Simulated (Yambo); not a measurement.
```xyz
2
Lattice="0.0000 3.0273 3.0273 3.0273 0.0000 3.0273 3.0273 3.0273 0.0000" Properties=species:S:1:pos:R:3 pbc="T T T"
Cl     3.0273     3.0273     3.0273
K      6.0546     6.0546     6.0546
```

Response from Yambo on norm-conserving PBEsol (Quantum ESPRESSO, 74 Ry, scalar-relativistic) bands: 10×10×10 mesh, 42 bands, 4 Ry local-field block, 0.2 eV broadening.

Give the static electronic dielectric constant without and with local fields.


| field along | ε(0), independent particles | ε(0), RPA with local fields | refractive index √ε |
|---|---|---|---|
| x | 2.77 | 2.33 | 1.53 |
Electronic (clamped-ion) response only. PBEsol gaps are usually too small, which raises these values. Convergence of the RPA response with its 10×10×10 mesh was not tested.

Geometry strained from the cell relaxed with PBEsol, atoms relaxed again.
